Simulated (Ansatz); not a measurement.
A geometry of AlRu away from equilibrium: the start of the relaxation of a generated cell, AlRu built in the AFLOW prototype AB_oC8_63_c_c (B33, as in CrB). Computed with PBE (plane waves to 420 eV, PAW, scalar-relativistic; Ansatz, a quantum-chemistry and plane-wave program). Γ-centred k-mesh 10×10×10 on the run's cell (coarser than for final values), Fermi–Dirac smearing 0.05 eV.

```xyz
4
Lattice="1.6850 -4.4527 0.0000 1.6850 4.4527 0.0000 0.0000 0.0000 3.3207" Properties=species:S:1:pos:R:3:forces:R:3 pbc="T T T" free_energy=-12829.880 pressure_GPa=43.6
Al     1.6850    -0.5699     0.8302    0.0000   -8.0162    0.0000
Al     1.6850     0.5699     2.4905    0.0000    8.0162    0.0000
Ru     1.6850    -3.1592     0.8302    0.0000   -0.6220    0.0000
Ru     1.6850     3.1592     2.4905    0.0000    0.6220    0.0000
```

Positions in Å, forces in eV/Å, free energy of the cell in eV (comparable only within this code, potentials and settings). Largest force: 8.02 eV/Å, on Al1, Al2 (atoms numbered as listed); the geometry lies 1.06 eV/atom above the end of its relaxation.

No spin polarisation in the result.

The run could not lower the symmetry of its start; a shaken copy of this end point relaxes with PBE to Pm-3m (No. 221), 0.21 eV/atom lower.

The end of the path is a generated cell of AlRu: the first start was made by placing the elements on the sites of a structure type, and the end was not matched to a known phase here, so it may be hypothetical.
